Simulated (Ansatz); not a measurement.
The start is a generated trial cell of Al in the graphite structure type. A full variable-cell relaxation at zero pressure is run with r2SCAN (plane waves to 500 eV, PAW, scalar-relativistic; Ansatz, a quantum-chemistry and plane-wave program). First-step values are on the input's coarse k-mesh.

Ansatz input (later rounds restart from its end on a renewed k-mesh):
Ansatz 0.2 input:
```yaml
crystal:
  lattice:
    - [4.1235589, 0, 0]
    - [-2.0617795, 3.5711068, 0]
    - [0, 0, 11.231008]
  atoms:
    - { symbol: Al, position: [0, 0, 0.25] }
    - { symbol: Al, position: [0, 0, 0.75] }
    - { symbol: Al, position: [0.33333333, 0.66666667, 0.25] }
    - { symbol: Al, position: [0.66666667, 0.33333333, 0.75] }
basis: { ecutwfc: 500, ecutrho_ratio: 4, xc_grid: 4, fft_grid_basis: typed }
kpoints: { mp_grid: { grid: [9, 9, 3] } }
hamiltonian:
  xc: r2scan
  dispersion: none
  pseudopotentials: { azcp: { folder: ./paw }, kind: paw }
scf: { occupations: { method: fermi_dirac, width: 0.05 } }
relax: { f_tol: 0.01, max_steps: 100, cell: { stress_tol: 0.02 } }
output: { forces: true, stress: true }
```

| Item | Value |
|---|---|
| Initial pressure | +6.3 GPa (positive: the cell is compressed) |
| Outcome | The space group stays P6₃/mmc (No. 194) (the run could not lower it), with 4 atoms in the primitive cell |
| Energy released | 0.88 to 0.90 eV/atom (the two k-meshes of the run give this range) |
| Shortest distances (start → end) | The closest pairs of elements (up to four, under 3.6 Å), start → end: Al–Al 2.38 → 2.60 Å |
| Optimiser moves | 21 |

It ends as:

```cif
data_Al4
_chemical_formula_sum 'Al4'
_space_group_name_H-M_alt 'P63/mmc'
_space_group_IT_number 194
_space_group_name_Hall '-P 6c 2c'
_cell_length_a 4.49991
_cell_length_b 4.49991
_cell_length_c 5.21984
_cell_angle_alpha 90.000
_cell_angle_beta 90.000
_cell_angle_gamma 120.000
loop_
_atom_site_label
_atom_site_type_symbol
_atom_site_symmetry_multiplicity
_atom_site_Wyckoff_symbol
_atom_site_fract_x
_atom_site_fract_y
_atom_site_fract_z
_atom_site_occupancy
Al1 Al 2 b 0.00000 0.00000 0.25000 1
Al2 Al 2 d 0.66667 0.33333 0.25000 1
```

Final values are on a 12×12×9 k-mesh of the relaxed cell. No spin polarisation in the result.

The run could not lower the symmetry of its start; a shaken copy of this end point relaxes with r2SCAN to Pbca (No. 61) at a tolerance of 0.01 Å, Cmce (No. 64) at 0.1 Å, 0.37 eV/atom lower.

The relaxed structure here is a generated cell of Al: the first start was made by placing the elements on the sites of a structure type, and the end was not matched to a known phase here, so it may be hypothetical. Known forms of Al include space group No. 225.
